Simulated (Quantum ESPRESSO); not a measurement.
# Ta4Al2TiAu: input and log of a self-consistent run

Simulated, not a measurement. The program is pw.x of Quantum ESPRESSO 7.5 (plane-wave density functional theory). The cell is made up: eight metal atoms on a hexagonal close-packed lattice, with elements, volume, strain and displacements drawn at random and not relaxed, so it may be unstable or far from any real phase. PseudoDojo standard norm-conserving files set the functional (PBE unless stated); there is no spin polarisation or spin-orbit coupling, the Fermi-Dirac width of 0.25 eV means electrons at about 2900 K, and the masses in the input are unused placeholders. Heavy elements are run without spin-orbit coupling, which real alloys of them have. A spin test at this wide smearing found no moment, but such smearing suppresses magnetism that the real alloy may have.

Input:

```
&control calculation='scf', pseudo_dir='./dojo.nc.sr.pbe.v0_5.standard.upf', outdir='./o', disk_io='medium', tprnfor=.true., tstress=.true. /
&system ibrav=0, nat=8, ntyp=4, nbnd=59, ecutwfc=84.00895049, nosym=.true., tot_charge=0,
 occupations='smearing', smearing='fd', degauss=0.0183746611
/
&electrons conv_thr=1.470e-08, electron_maxstep=70, mixing_beta=0.5 /
ATOMIC_SPECIES
Al 1.0 Al.upf
Au 1.0 Au.upf
Ta 1.0 Ta.upf
Ti 1.0 Ti.upf
CELL_PARAMETERS angstrom
3.0007 -0.0445 -0.043
1.6059 -2.6762 -4.7416
1.4518 7.8555 -4.695
ATOMIC_POSITIONS angstrom
Ta 0.1073 -0.0071 0.002
Al 1.6156 2.5972 -4.7029
Ti 1.5473 -0.8907 -2.3834
Au 3.059 1.6136 -7.0383
Ta 3.0723 5.2911 -4.7086
Ta 3.2066 -0.0879 -4.7324
Al 3.046 1.7492 -2.3996
Ta 4.6683 4.2473 -7.1273
K_POINTS automatic
8 4 3 1 1 1
```

The log is shortened where brackets say so; the opening notice, blank lines, dates and the lines on written files are dropped, and the path of the files is cut. It prints rydbergs, bohrs and kilobars, and counts compression as positive stress. Its total energy is the free energy E - TS of the whole cell.

```
     Program PWSCF v.7.5
     Parallel version (MPI & OpenMP), running on       1 processor cores
     Number of MPI processes:                 1
     Threads/MPI process:                     1
     [start-up lines left out]
     bravais-lattice index     =            0
     lattice parameter (alat)  =       5.6717  a.u.
     unit-cell volume          =    1003.7024 (a.u.)^3
     number of atoms/cell      =            8
     number of atomic types    =            4
     number of electrons       =        89.00
     number of Kohn-Sham states=           59
     kinetic-energy cutoff     =      84.0090  Ry
     charge density cutoff     =     336.0358  Ry
     scf convergence threshold =      1.5E-08
     mixing beta               =       0.5000
     number of iterations used =            8  plain     mixing
     Exchange-correlation= PBE
                           (   1   4   3   4   0   0   0)
     [axes and pseudopotential details left out]
   Cartesian axes
     site n.     atom                  positions (alat units)
         1        Ta     tau(   1) = (   0.0357507  -0.0023656   0.0006664  )
         2        Al     tau(   2) = (   0.5382933   0.8653474  -1.5669345  )
         3        Ti     tau(   3) = (   0.5155367  -0.2967676  -0.7941125  )
         4        Au     tau(   4) = (   1.0192121   0.5376269  -2.3450541  )
         5        Ta     tau(   5) = (   1.0236435   1.7629137  -1.5688336  )
         6        Ta     tau(   6) = (   1.0683902  -0.0292869  -1.5767634  )
         7        Al     tau(   7) = (   1.0148807   0.5828067  -0.7995101  )
         8        Ta     tau(   8) = (   1.5554063   1.4151355  -2.3747076  )
     number of k points=    48  Fermi-Dirac smearing, width (Ry)=  0.0184
                       cart. coord. in units 2pi/alat
        k(    1) = (   0.0617673   0.0130682  -0.0655787), wk =   0.0416667
        k(    2) = (   0.0604769  -0.1774120   0.0414929), wk =   0.0416667
     [further k points left out]
     Dense  grid:   104449 G-vectors     FFT dimensions: (  36,  64, 108)
     Estimated max dynamical RAM per process >     185.00 MB
     Initial potential from superposition of free atoms
     starting charge      88.9897, renormalised to      89.0000
     Starting wfcs are   68 randomized atomic wfcs
     total cpu time spent up to now is       26.5 secs
     per-process dynamical memory:   111.5 Mb
     Self-consistent Calculation
     iteration #  1     ecut=    84.01 Ry     beta= 0.50
     Davidson diagonalization with overlap
     ethr =  1.00E-02,  avg # of iterations =  2.3
     total cpu time spent up to now is       89.6 secs
     total energy              =    -942.05548731 Ry
     estimated scf accuracy    <       4.84529344 Ry
     iteration #  2     ecut=    84.01 Ry     beta= 0.50
     Davidson diagonalization with overlap
     ethr =  5.44E-03,  avg # of iterations =  4.4
     total cpu time spent up to now is      185.1 secs
     total energy              =    -939.57947540 Ry
     estimated scf accuracy    <      90.56473124 Ry
     iteration #  3     ecut=    84.01 Ry     beta= 0.50
     Davidson diagonalization with overlap
     ethr =  5.44E-03,  avg # of iterations =  5.4
     total cpu time spent up to now is      251.4 secs
     total energy              =    -944.97987722 Ry
     estimated scf accuracy    <       2.77856732 Ry
     iteration #  4     ecut=    84.01 Ry     beta= 0.50
     Davidson diagonalization with overlap
     ethr =  3.12E-03,  avg # of iterations =  5.9
     total cpu time spent up to now is      303.9 secs
     total energy              =    -945.15582019 Ry
     estimated scf accuracy    <       0.61564882 Ry
     iteration #  5     ecut=    84.01 Ry     beta= 0.50
     Davidson diagonalization with overlap
     ethr =  6.92E-04,  avg # of iterations =  5.9
     total cpu time spent up to now is      379.2 secs
     total energy              =    -945.21684293 Ry
     estimated scf accuracy    <       0.54980278 Ry
     [iterations 6 to 14 left out]
     iteration # 15     ecut=    84.01 Ry     beta= 0.50
     Davidson diagonalization with overlap
     ethr =  1.50E-09,  avg # of iterations =  2.0
     total cpu time spent up to now is      939.0 secs
     total energy              =    -945.23793398 Ry
     estimated scf accuracy    <       0.00000038 Ry
     iteration # 16     ecut=    84.01 Ry     beta= 0.50
     Davidson diagonalization with overlap
     ethr =  4.24E-10,  avg # of iterations =  2.0
     total cpu time spent up to now is      986.1 secs
     total energy              =    -945.23793397 Ry
     estimated scf accuracy    <       0.00000162 Ry
     iteration # 17     ecut=    84.01 Ry     beta= 0.50
     Davidson diagonalization with overlap
     ethr =  4.24E-10,  avg # of iterations =  1.3
     total cpu time spent up to now is     1029.9 secs
     total energy              =    -945.23793405 Ry
     estimated scf accuracy    <       0.00000003 Ry
     iteration # 18     ecut=    84.01 Ry     beta= 0.50
     Davidson diagonalization with overlap
     ethr =  3.44E-11,  avg # of iterations =  2.1
     total cpu time spent up to now is     1092.8 secs
     total energy              =    -945.23793405 Ry
     estimated scf accuracy    <       0.00000001 Ry
     iteration # 19     ecut=    84.01 Ry     beta= 0.50
     Davidson diagonalization with overlap
     ethr =  1.66E-11,  avg # of iterations =  2.0
     total cpu time spent up to now is     1150.5 secs
     End of self-consistent calculation
     [lines on levels left out]
!    total energy              =    -945.23793405 Ry
     estimated scf accuracy    <          9.8E-09 Ry
     smearing contrib. (-TS)   =      -0.11804856 Ry
     internal energy E=F+TS    =    -945.11988549 Ry
     The total energy is F=E-TS. E is the sum of the following terms:
     one-electron contribution =    -363.69509753 Ry
     hartree contribution      =     214.16836025 Ry
     xc contribution           =    -191.90335710 Ry
     ewald contribution        =    -603.68979111 Ry
     convergence has been achieved in  19 iterations
     Forces acting on atoms (cartesian axes, Ry/au):
     atom    1 type  3   force =     0.00553909    0.01891417   -0.00696262
     atom    2 type  1   force =    -0.00243267   -0.00633950    0.00082757
     atom    3 type  4   force =    -0.00443881    0.00884738    0.00132541
     atom    4 type  2   force =     0.00818379    0.00382062   -0.00595927
     atom    5 type  3   force =     0.00072620   -0.01517956   -0.01120675
     atom    6 type  3   force =    -0.00741986    0.00742964   -0.00103037
     atom    7 type  1   force =     0.00321464   -0.01013216    0.00291309
     atom    8 type  3   force =    -0.00337238   -0.00736059    0.02009294
     Total force =     0.041942     Total SCF correction =     0.000421
     Computing stress (Cartesian axis) and pressure
          total   stress  (Ry/bohr**3)                   (kbar)     P=      -53.76
  -0.00051264  -0.00002956   0.00004531          -75.41       -4.35        6.67
  -0.00002956  -0.00058999  -0.00016264           -4.35      -86.79      -23.92
   0.00004531  -0.00016264   0.00000621            6.67      -23.92        0.91
     init_run     :     25.26s CPU     26.27s WALL (       1 calls)
     electrons    :   1086.51s CPU   1124.07s WALL (       1 calls)
     forces       :     10.04s CPU     10.15s WALL (       1 calls)
     stress       :     38.01s CPU     39.26s WALL (       1 calls)
     [timing details left out]
     PWSCF        :  19m20.15s CPU  20m 0.39s WALL
     JOB DONE.
```

In other units: free energy -12860.617 eV for the cell, pressure -5.38 GPa, largest force component 0.517 eV/Å in size. The run took 1202 s of wall time with one process on a shared machine (AMD EPYC, Zen 5, virtual cores), so the time is rough. A rerun of this cell at a higher cutoff and on a denser mesh moved values by no more than 0.002 eV in energy, 0.04 GPa in stress and 0.005 eV/Å in force, and a second program with other atomic files agreed on that cell to 2 % rms in force and 0.5 GPa in pressure.